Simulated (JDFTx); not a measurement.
WC(1 1 -2 0) slab cut from bulk WC (space group P-6m2, indices of the conventional cell, lattice of the Materials Project entry mp-1894, not re-optimised): 12 atoms in 6 planes, a 1x1 cell of 14.34 Å² (|a| = 2.839, |b| = 5.052 Å), 7.1 Å between the outermost planes, C/W outermost, slab composition W6C6, cell height 23.3 Å, 8×4×1 k mesh, Fermi smearing 0.01 Ha, no spin polarisation. Whether this polymorph is the ambient one wasn't checked.

All numbers are PBE, GBRV ultrasoft potentials, plane waves to 20/100 Ha results from a modified build of JDFTx, not measurements. Liquid: CANDLE, water, 1 M NaCl. The neutral cell holds 108 valence electrons and has two faces of 14.344 Å² each. Last filling lines of the neutral and of a charged run (μ in hartree, zero in the bulk liquid):

```
FillingsUpdate:  mu: -0.157191963  nElectrons: 108.000000
FillingsUpdate:  mu: -0.190729000  nElectrons: 107.600729
```

A calculation by hand: both potentials, by the convention U = −μ/e − 4.44 V vs SHE, the surface charge density and the mean capacitance.

U_pzc = 0.15719 × 27.2114 − 4.44 = -0.16 V; U = 0.19073 × 27.2114 − 4.44 = 0.75 V. The cell has -0.3993 excess electrons, a net charge of 0.3993 e, shared by two faces: σ = 0.3993 e / (2 × 14.344 Å²) = 0.01392 e/Å² = 22.3 μC/cm² (1 e/Å² = 1602.18 μC/cm²). C = σ/(U − U_pzc) = 22.3/0.91 ≈ 24 μF/cm².
